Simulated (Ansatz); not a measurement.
TiTe2 (rutile, P4_2/mnm) under volume change, DFT-r²SCAN in the program Ansatz with PAW potentials, shape and atoms relaxed at each volume.

| V (Å³/atom) | E − E(relaxed) (meV/atom) | P (GPa) |
|---|---|---|
| 26.083 | ? | ? |
| 26.943 | 20.0 | 3.93 |
| 27.803 | 4.7 | 1.80 |
| 28.663 | 0.0 | 0.00 |
| 29.523 | ? | ? |
| 30.383 | 15.6 | -2.75 |
| 31.243 | 33.2 | -3.76 |

Q: What belongs in the gaps?

A: 
- 26.083, E − E(relaxed) (meV/atom): 47.8
- 26.083, P (GPa): 6.49
- 29.523, E − E(relaxed) (meV/atom): 4.2
- 29.523, P (GPa): -1.50

Q: What does a third-order Birch–Murnaghan fit give for V₀, B₀ and B′?

A: V₀ = 28.66 Å³/atom, B₀ = 54.3 GPa, B′ = 5.0.

A made-up cell: these elements were put on the sites of a structure type; neither database checked (COD, Materials Project) lists it. COD files the formula under space group No. 164. Its standing as an ambient phase is unchecked. The r²SCAN relaxation kept the symmetry of its start; its stability against distortions is not shown here. The run is not spin-polarised. Scalar-relativistic: spin–orbit coupling is off unless named, which matters more the heavier the elements.

Potentials: the later of the program's two PAW sets.
